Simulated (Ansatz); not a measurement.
Nb:
```
CELL_PARAMETERS angstrom
     -1.62379     1.62379     1.62379
      1.62379    -1.62379     1.62379
      1.62379     1.62379    -1.62379
ATOMIC_POSITIONS crystal
  Nb 0.00000 0.00000 0.00000
```

Relaxed with LDA. Special points in fractions of this cell's reciprocal vectors: Γ (0.000, 0.000, 0.000); H (0.500, -0.500, 0.500); N (0.000, 0.000, 0.500); P (0.250, 0.250, 0.250).

**Question.** List the band energies nearest the Fermi level at these points for DFT-LDA in the program Ansatz with PAW potentials.

**Answer.** In eV from the Fermi level; about four levels below and three above (degenerate sets whole), none deeper than 8.9 eV; … stands for higher levels left out; points with the same levels are listed once.

| k | below | above |
|---|---|---|
| Γ | -6.00 | 0.33 0.33 0.33 |
| H | -4.04 -4.04 | … |
| N | -3.94 -1.83 | 2.61 3.47 … |
| P | -1.11 -1.11 -1.11 | … |

Space group Im-3m (bcc (W type)). The LDA relaxation kept the symmetry of its start. The run is not spin-polarised. Scalar-relativistic: spin–orbit coupling is off unless named, which matters more the heavier the elements.

Potentials: the later of the program's two PAW sets.
